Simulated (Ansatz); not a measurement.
## In$_{3}$Se: zone-centre modes

Theory: DFT PBEsol, scalar-relativistic, plane waves, PAW in Ansatz. Settings: plane waves to 420 eV, k-mesh 10×10×6 (Γ-centred), Gaussian smearing 0.15 eV. No spin polarisation.

Zero of the scan (relaxed at this level; it needn't be the usual structure):

```xyz
8
Lattice="4.6684 0.0000 0.0000 0.0000 4.6684 0.0000 0.0000 0.0000 9.3368" Properties=species:S:1:pos:R:3 pbc="T T T"
In    0.0000    2.3342    2.3342
In    0.0000    2.3342    7.0026
In    2.3342    0.0000    2.3342
In    2.3342    0.0000    7.0026
In    2.3342    2.3342    0.0000
In    2.3342    2.3342    4.6684
Se    0.0000    0.0000    0.0000
Se    0.0000    0.0000    4.6684
```

Harmonic modes by finite displacements of 0.02 Å, without the LO–TO term. The cell doubles the primitive one, so its zone centre also holds the primitive cell's point q = (0, 0, 1/2).

(1) At this geometry, is the structure stable against these modes?

(2) List the wavenumbers in cm⁻¹.

Answers

(1) Barely, if at all: no mode is imaginary beyond 10 cm⁻¹, but one beside the three translations lies at 2 cm⁻¹, within the noise of such a run.

(2) 9i, 0, 0, 0, 2, 2, 23, 23, 41, 41, 41, 41, 41, 43, 64, 64, 66, 80, 83, 89, 89, 105, 105, 105.

Cost: 1 run of about 9.3 core-minutes, on Intel Xeon Platinum 8488C (Sapphire Rapids) (shared hosts).